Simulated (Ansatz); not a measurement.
## How stiff is this cell of InSe?

Cell: an entry of the Crystallography Open Database (COD), ions relaxed with PBE at fixed cell.

```
CELL_PARAMETERS angstrom
4.05000 0.00000 0.00000
-2.02500 3.50740 0.00000
0.00000 0.00000 16.93000
ATOMIC_POSITIONS crystal
In 0.33333 0.66667 0.16729
In 0.66667 0.33333 0.66729
In 0.33333 0.66667 0.33271
In 0.66667 0.33333 0.83271
Se 0.33333 0.66667 0.59180
Se 0.66667 0.33333 0.09180
Se 0.33333 0.66667 0.90820
Se 0.66667 0.33333 0.40820
```

Sites (sets of like atoms) are named by element and the number of their first atom in this list.

The numbers come from a DFT calculation in Ansatz (PBE, plane waves and PAW, scalar-relativistic, 420 eV cutoff, Γ-centred 13×13×3 k-points, Fermi–Dirac smearing 0.05 eV).

The cell is stretched along z (the third Cartesian axis of the run's cell), x and y held, and the ions relax again each time. Tension counts as positive.

| strain along z (%) | stress along z (GPa) | stress along x (GPa) | gap on the k-mesh (eV) |
| --- | --- | --- | --- |
| -3 | ? | ? | ? |
| -2 | -2.2 | -1.5 | 0.25 |
| -1 | -1.8 | -1.4 | 0.30 |
| 0 | -1.4 | -1.2 | 0.35 |
| +1 | -1.1 | -1.1 | 0.41 |
| +2 | -0.9 | -1.0 | 0.46 |
| +3 | -0.7 | -1.0 | 0.52 |

(1) Estimate the row at -3 % from the others.

Answers

(1) stress along z (GPa): -2.6; stress along x (GPa): -1.7; gap on the k-mesh (eV): 0.21. Worked: parabolas through the other 6 rows give -2.6 and -1.7 GPa at -3 %. Their slopes at zero strain are 32 GPa (the stiffness along z) and 13 GPa (the coupling of z to x). They hold at this cell, where the calculated pressure is 1.3 GPa. The gap opens by 53 meV per per cent of stretch between the rows next to zero strain; the parabola gives 0.21 eV for the withheld row.

PBE gaps are too small, by a third to a half in many semiconductors; their changes with strain are better.

All values belong to this cell and structure model.
